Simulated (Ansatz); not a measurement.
An Ansatz (a program for electronic structure) run. Input:

Ansatz 0.2 input:
```yaml
crystal:
  lattice:
    - [0.0, 2.7350758947, 2.7350758947]
    - [2.7350758947, 0.0, 2.7350758947]
    - [2.7350758947, 2.7350758947, 0.0]
  atoms:
    - { symbol: Si, position: [0.5, 0.5, 0.5] }
    - { symbol: Si, position: [0.75, 0.75, 0.75] }
kpoints:
  mp_grid: { grid: [9, 9, 9] }
hamiltonian:
  xc: pbe
  pseudopotentials: { kind: paw }
scf:
  occupations: { method: fixed }
elastic: { mode: relaxed_ion, stencil: two_point, amplitude: 0.005, f_tol: 0.0005 }
```

Output (shortened):

```
Pseudopotentials: kind: paw
Pseudopotential: Si, paw, valence charge 4
Functional definition: PBE
Crystal: 2 atoms, lattice volume = 40.920 Å³
Basis set: ecut = 420 eV, 821 PW (Γ), exchange–correlation on 54×54×54 points (8 copies of the dense FFT grid, shifted against one another)
Bands: 8, of which v1, the nominal top of the filled ones, is band 4 counted from 1 (3 counted from 0)
Symmetry: 48 space group operations
Space group: Fd-3m (ITA 227), of the structure as read, at distance tolerance 3.4e-5 Å
k-points: 35 of 729
Initial wavefunctions: pseudopotential atomic-orbital guess
Eigensolver: davidson
Functional: x = pbe(κ = 0.804, μ = 0.2195149727645171), c = pbe(β = 0.06672455060314922)
all-band conjugate gradients solve this SCF's bands
SCF 1 converged in 8 iterations: F = -1271.618702 eV  dr2 = 1.45e-14
density extrapolation: transplant  |δρ|_rms = 4.079e-2 e/Å³  SAD shift = 1.133e-3 e/Å³
Crystal: 2 atoms, lattice volume = 40.716 Å³
Basis set: ecut = 420 eV, 813 PW (Γ), exchange–correlation on 54×54×54 points (8 copies of the dense FFT grid, shifted against one another)
Symmetry: 16 space group operations
k-points: 75 of 729
Initial density: handed on by an earlier stage of this run
Initial wavefunctions: those handed on with the density
SCF 2 converged in 6 iterations: F = -1271.618208 eV  dr2 = 6.52e-14
density extrapolation: first-order (α = -2.000)  |δρ|_rms = 4.079e-2 e/Å³  SAD shift = 1.124e-3 e/Å³
Crystal: 2 atoms, lattice volume = 41.125 Å³
Basis set: ecut = 420 eV, 837 PW (Γ), exchange–correlation on 54×54×54 points (8 copies of the dense FFT grid, shifted against one another)
SCF 3 converged in 5 iterations: F = -1271.618222 eV  dr2 = 1.89e-14
Crystal: 2 atoms, lattice volume = 40.920 Å³
Symmetry: 8 space group operations
k-points: 125 of 729
Initial wavefunctions: pseudopotential atomic-orbital guess (no wavefunctions were taken with the density)
SCF 4 converged in 7 iterations: F = -1271.618388 eV  dr2 = 2.07e-14
relax step   1: F+E_penalty+E_count = -1271.61838780 eV  Δ(F+E_penalty+E_count) = +0.000e0 eV  max|allowed force component| = 4.524e-2 eV/Å  Δτ_max = 0.0000 Å  (7 SCF iters, accepted)
density extrapolation: transplant  |δρ|_rms = 4.079e-2 e/Å³  SAD shift = 2.999e-4 e/Å³
Crystal: 2 atoms, lattice volume = 40.920 Å³
SCF 5 converged in 6 iterations: F = -1271.618463 eV  dr2 = 1.94e-14
relax step   2: F+E_penalty+E_count = -1271.61846302 eV  Δ(F+E_penalty+E_count) = -7.522e-5 eV  max|allowed force component| = 9.127e-3 eV/Å  Δτ_max = 0.0014 Å  (6 SCF iters, accepted)
density extrapolation: transplant  |δρ|_rms = 4.079e-2 e/Å³  SAD shift = 7.580e-5 e/Å³
Crystal: 2 atoms, lattice volume = 40.920 Å³
SCF 6 converged in 6 iterations: F = -1271.618466 eV  dr2 = 5.32e-15
relax step   3: F+E_penalty+E_count = -1271.61846621 eV  Δ(F+E_penalty+E_count) = -3.191e-6 eV  max|allowed force component| = 3.183e-7 eV/Å  Δτ_max = 0.0003 Å  (6 SCF iters, accepted)
Crystal: 2 atoms, lattice volume = 40.920 Å³
SCF 7 converged in 8 iterations: F = -1271.618466 eV  dr2 = 5.19e-14
Crystal: 2 atoms, lattice volume = 40.920 Å³
SCF 8 converged in 7 iterations: F = -1271.618388 eV  dr2 = 2.07e-14
relax step   1: F+E_penalty+E_count = -1271.61838780 eV  Δ(F+E_penalty+E_count) = +0.000e0 eV  max|allowed force component| = 4.524e-2 eV/Å  Δτ_max = 0.0000 Å  (7 SCF iters, accepted)
density extrapolation: transplant  |δρ|_rms = 4.079e-2 e/Å³  SAD shift = 3.757e-4 e/Å³
Crystal: 2 atoms, lattice volume = 40.920 Å³
SCF 9 converged in 6 iterations: F = -1271.618466 eV  dr2 = 2.98e-14
relax step   2: F+E_penalty+E_count = -1271.61846621 eV  Δ(F+E_penalty+E_count) = -7.841e-5 eV  max|allowed force component| = 1.287e-6 eV/Å  Δτ_max = 0.0017 Å  (6 SCF iters, accepted)
Crystal: 2 atoms, lattice volume = 40.920 Å³
SCF 10 converged in 8 iterations: F = -1271.618466 eV  dr2 = 3.89e-14
SCF converged after 8 iterations
Free energy (F): -1271.618702 eV
Harris-Foulkes:  -1271.618702 eV  (|F-HF|=0.00e0)
Internal energy: -1271.618702 eV  (E = F + TS)
E sigma→0 (E₀):  -1271.618702 eV
Fermi energy:    6.003914 eV
--- Per-component energies (eV) ---
  E_band       = 8.020875
  E_kinetic    = 80.144086
  E_local      = -56.154127  (includes V_loc(G=0)·N_el)
  E_nonlocal   = 51.746939
  E_hartree    = 15.180849
  E_xc         = -110.121846
  E_vxc        = -93.153149  (∫ρ·V_xc dr)
  E_paw        = -1025.531018  (= ΣΔE_a)
  E_vpaw       = -4.924585  (= ΣTr[D̂ρ^β])
  E_aug_tail   = 0.000013  (compensation charges beyond the density's cutoff)
  E_ewald      = -226.883597
  E_smearing   =  0.000000  (= −TS)
  E_closure    = 0.000000  (closes the sum)
  Σ components = -1271.618702   (vs F -1271.618702, Δ=0.00e0)
--- Forces (eV/Å), atoms counted from 1 ---
  atom   1  Si     0.00000000     0.00000000     0.00000000
  atom   2  Si     0.00000000     0.00000000     0.00000000
  max |Σ_I F_I| component: 3.70e-17 eV/Å
--- Stress (GPa, compression-positive) ---
        0.004636       0.000000       0.000000
        0.000000       0.004636       0.000000
        0.000000       0.000000       0.004636
  P = ⅓ Tr σ = 0.0046 GPa (0.046 kbar)
  The stress holds the Pulay correction. Without it, at fixed plane waves, as pw.x and ABINIT print it: P = -0.0171 GPa
  The stress includes an estimate of the error left by incomplete SCF convergence (largest component  0.0000 GPa; it does not cover the PAW one-centre terms).
--- Band table (eV; the first three rows and the last of 35) ---
  k-point 0: bands = ["-5.8095", "6.0039", "6.0039", "6.0039", "8.5555", "8.5555", "8.5555", "9.1200"]
  k-point 1: bands = ["-5.6510", "4.6632", "5.7714", "5.7714", "8.4857", "8.8978", "8.8978", "10.2820"]
  k-point 2: bands = ["-5.1855", "2.6139", "5.3543", "5.3543", "8.0607", "9.4222", "9.4222", "12.2642"]
  k-point 34: bands = ["-2.1742", "-1.0333", "2.0446", "2.6734", "9.8377", "9.9512", "10.5684", "12.3078"]
  band table: 8 of 8 bands, residual norms ≤ 1.0e-3 eV
--- Elastic constants: 2 strain directions × 2 members + reference (group order 48) ---
  dense FFT box of the reference and of every strained cell: 27×27×27
  strains applied: 11, 23; error gains: componentwise 1.00 (the most a stress slope's error grows in a printed constant), spectral 1.73 (1 for all six strains …
  C = ∂σ_k/∂η_j (tension-positive GPa; Voigt order 11 22 33 23 13 12):
       152.992     56.797     56.797      0.000      0.000      0.000
        56.797    152.992     56.797      0.000      0.000      0.000
        56.797     56.797    152.992      0.000      0.000      0.000
         0.000      0.000      0.000     74.221      0.000      0.000
         0.000      0.000      0.000      0.000     74.221      0.000
         0.000      0.000      0.000      0.000      0.000     74.221
  reference stress σ⁰ (GPa):     -0.005     -0.005     -0.005      0.000      0.000      0.000
  moduli (Voigt/Reuss/Hill, GPa): K = 88.86/88.86/88.86   G = 63.77/60.97/62.37   E = 151.64   ν = 0.216
  mechanically stable: yes (min eigenvalue of sym C = 74.22 GPa)
  strain η (Voigt 11):  stress-route row diagonal C_11 = 152.99 GPa, energy-path curvature d²(F+E_count+ΔE)/dδ²/Ω₀ = 152.98 GPa
         δ    σ_11 (GPa)             F (eV)   n_scf  n_hpsi   n_pw
    -5.000e-3      -0.7731       -1271.6182081       6   11374    817   relax 0 steps, max|allowed force component| 1.39e-17 eV/Å
     5.000e-3       0.7568       -1271.6182221       5   10290    837   relax 0 steps, max|allowed force component| 1.39e-17 eV/Å
  strain η (Voigt 23):  stress-route row diagonal C_44 = 74.22 GPa, energy-path curvature d²(F+E_count+ΔE)/dδ²/Ω₀ = 74.22 GPa
         δ    σ_23 (GPa)             F (eV)   n_scf  n_hpsi   n_pw
    -5.000e-3      -0.3711       -1271.6184662       8   18930    821   relax 3 steps, max|allowed force component| 3.18e-7 eV/Å
     5.000e-3       0.3711       -1271.6184662       8   18753    821   relax 2 steps, max|allowed force component| 1.29e-6 eV/Å
```

Cost: very roughly 30 core-seconds on shared cores.

The PBE relaxation kept the symmetry of its start.

Potentials: the later of the program's two PAW sets.

Ansatz is a plane-wave DFT program.
